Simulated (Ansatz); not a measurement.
Relaxing a structure of Be

The start is a generated cell, Be placed in the AFLOW prototype A_hR2_166_c (A7, as in As). The cell and all atomic positions are relaxed at zero pressure with PBEsol (plane waves to 420 eV, PAW, scalar-relativistic; Ansatz, an electronic-structure program). The first steps use a coarse 14×14×14 k-mesh.

Starting cell:
```
Be
1.0
    1.36387     0.78743     2.52913
   -1.36387     0.78743     2.52913
    0.00000    -1.57486     2.52913
Be
2
Direct
  0.22754   0.22754   0.22754
  0.77246   0.77246   0.77246
```

Problem. What pressure does the first self-consistent step give?

Solution. +32.5 GPa (positive: the cell is compressed).

Problem. Which atoms feel the largest initial force, and how large is it?

Solution. 3.95 eV/Å, on Be1, Be2 (atoms numbered as listed).

Problem. What symmetry does the relaxed structure have?

Solution. The space group goes from R-3m (No. 166) to Fm-3m (No. 225); the end is fcc (Cu type), with 1 atom in the primitive cell.

Problem. By how much does the energy per atom fall from start to end?

Solution. 1.34 eV/atom.

Problem. How do the shortest distances between atoms change?

Solution. The closest pairs of elements (up to four, under 3.6 Å), start → end: Be–Be 1.83 → 2.23 Å.

Problem. What band gap does the relaxed structure have at this level?

Solution. Zero (metallic).

Problem. Give the final cell and atomic positions.

Solution. 
```cif
data_Be4
_chemical_formula_sum 'Be4'
_space_group_name_H-M_alt 'Fm-3m'
_space_group_IT_number 225
_space_group_name_Hall '-F 4 2 3'
_cell_length_a 3.14758
_cell_length_b 3.14758
_cell_length_c 3.14758
_cell_angle_alpha 90.000
_cell_angle_beta 90.000
_cell_angle_gamma 90.000
loop_
_atom_site_label
_atom_site_type_symbol
_atom_site_symmetry_multiplicity
_atom_site_Wyckoff_symbol
_atom_site_fract_x
_atom_site_fract_y
_atom_site_fract_z
_atom_site_occupancy
Be1 Be 4 b 0.50000 0.50000 0.50000 1
```
(The calculation used a cell of 1 atom; values per cell refer to that cell.)

Final values are on a 25×25×25 k-mesh of the relaxed cell. No spin polarisation in the result.

The run could not lose the symmetry of its start; a randomly shaken copy of 2 atoms returns to this structure.

The relaxed structure here is a generated cell of Be: the first start was made by placing the elements on the sites of a structure type, and the end was not matched to a known phase here, so it may be hypothetical. Known forms of Be include space group No. 194.
